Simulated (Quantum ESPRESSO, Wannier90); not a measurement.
Wannierisation of Ag (bcc (W type), model phase)

```
CELL_PARAMETERS angstrom
     -1.65566     1.65566     1.65566
      1.65566    -1.65566     1.65566
      1.65566     1.65566    -1.65566
ATOMIC_POSITIONS crystal
  Ag 0.00000 0.00000 0.00000
```

Cell from Materials Project (mp-2646971), symmetrised, no further relaxation. This isn't the element's usual structure (fcc); take it as a model of another phase. Computed values, not measurements, from PBEsol: Quantum ESPRESSO (norm-conserving PseudoDojo potentials, cutoff 66 Ry, spinors with spin-orbit coupling) on a Γ-centred 10×10×10 mesh, then Wannier90. Density: 18×18×18 mesh, cold smearing 0.01 Ry.

Energies are relative to the Fermi level.

**Bands.** No gap over 0.05 eV opens at the Fermi level at this level of theory. 3 filled groups are cut off by gaps; the highest, bands 5–8, spans -53.66 to -53.55 eV and is Ag 4p 100 %.

**Model.** 18 functions (Ag spd) from bands 9-42, frozen to 1.50 eV, reach Ω_I = 13.45 Å² and follow pw.x to 5.6 meV rms (states up to 1.0 eV relative to the Fermi level).

**Frozen window.** Edge, Ω_I and misfit go -0.5 eV, 13.36 Å², 20 meV; 1.5 eV, 13.45 Å², 5.6 meV; 2.5 eV, 13.55 Å², 2.4 meV; 3.5 eV, 13.59 Å², 1.7 meV. Ω_I never falls as the edge rises, since each frozen state takes freedom from the choice of the smoothest subspace. The edges under the compared range leave its upper states unfrozen, and their misfit is the largest.

**No window.** Without a frozen window Ω_I drops to 12.92 Å² while the misfit grows to 302 meV: a small spread is no proof of good bands.

**Outer window.** The setting "only the lowest 26 of the kept bands" raises Ω_I to 16.65 Å², as fewer states are left to mix in, and the misfit goes to 2.3 meV.

**Stops.** With the outer window to 17.36 eV the program stops (Energy window contains fewer states than number of target WFs).
